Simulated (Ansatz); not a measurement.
A structure of SnS relaxed with PBEsol (plane waves to 420 eV, PAW, scalar-relativistic; Ansatz, a first-principles code); single points at other levels follow on the same geometry (Ansatz, PAW; HSE06 at 420 eV on a 6×6×6 k-mesh; no spin-orbit coupling). Space group Fm-3m (No. 225).

```yaml
crystal:
  lattice:
    - [0.00000, 2.87213, 2.87213]
    - [2.87213, 0.00000, 2.87213]
    - [2.87213, 2.87213, 0.00000]
  atoms:
    - { symbol: Sn, position: [0.50000, 0.50000, 0.50000] }
    - { symbol: S, position: [0.00000, 0.00000, 0.00000] }
```

```csv
level,gap (eV),kind,conduction minimum
PBEsol,0.30,indirect,20 % of the way from L to W
HSE06,(withheld),–,(withheld)
```

Problem. Complete the blanks.

Solution. 
- HSE06, gap (eV): 0.12
- HSE06, conduction minimum: k = (0.5, 0.475, 0.525)

HSE06 gaps come from a coarse mesh plus a few chosen points, so they may be too large. No spin polarisation in the result.

It was reached from a disturbed copy of a Pmma (No. 51) cell (AFLOW prototype AB_oP4_51_e_f (B19, as in CdAu)), against which it lies -0.21 eV/atom.

The first start was generated by placing the elements on the sites of a structure type. A measured structure of SnS has the same space group, Fm-3m (No. 225); the sites were not compared with it. Another known form has space group No. 62.
